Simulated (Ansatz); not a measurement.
Al$_{2}$W:
```
Al2W
1.0
    0.00000     4.14390     4.45037
    2.46407     0.00000     4.45037
    2.46407     4.14390     0.00000
Al W
4 2
Cartesian
  1.23203   0.69011   2.22518
  1.23203   3.45379   2.22518
  2.46407   1.38184   4.45037
  2.46407   6.90597   4.45037
  3.69610   6.21585   6.67555
  2.46407   4.14390   4.45037
```

Relaxed with r²SCAN. Special points in fractions of this cell's reciprocal vectors: Γ (0.000, 0.000, 0.000); Y (0.500, 0.000, 0.500); T (1.000, 0.500, 0.500); Z (0.500, 0.500, 0.000); Σ0 (0.000, 0.415, 0.415); U0 (1.000, 0.585, 0.585); C0 (0.500, 0.238, 0.738); A0 (0.500, 0.762, 0.262); L (0.500, 0.500, 0.500).

Question: List the band energies nearest the Fermi level at these points for r²SCAN (plane waves, PAW; program Ansatz).

Answer: In eV from the Fermi level; about four levels below and three above (degenerate sets whole), none deeper than 8.9 eV; points with the same levels are listed once.

| k | below | above |
|---|---|---|
| Γ | -1.90 -1.85 -0.79 -0.50 | 0.56 1.55 2.47 |
| Y | -1.65 -1.65 -0.89 -0.89 | 1.03 1.03 4.52 4.52 4.52 4.52 |
| T | -1.20 -1.20 -0.77 -0.77 | 0.73 0.73 3.07 3.07 |
| Z | -1.28 -1.28 -0.50 -0.50 | 0.76 0.76 4.71 4.71 |
| Σ0 | -1.06 -0.74 -0.38 -0.33 | 0.59 0.71 2.99 |
| C0 | -1.47 -1.47 -0.42 -0.42 | 1.29 1.29 3.65 3.65 |
| L | -1.37 -0.80 -0.69 -0.24 | 1.16 1.42 2.50 |

Space group Fddd. The start of the workflow was typed in or built on a structure type; neither database checked (COD, Materials Project) lists it. Its standing as an ambient phase is unchecked. The cell was relaxed with r²SCAN under the symmetry of its start; its stability against distortions is not shown here. No spin polarisation was allowed. Scalar-relativistic: spin–orbit coupling is off unless named, which matters more the heavier the elements.

Potentials: the earlier of the program's two PAW sets. The files were generated under PBE; for other functionals the program regenerates the frozen cores, and for LDA and PBEsol the local potential too.
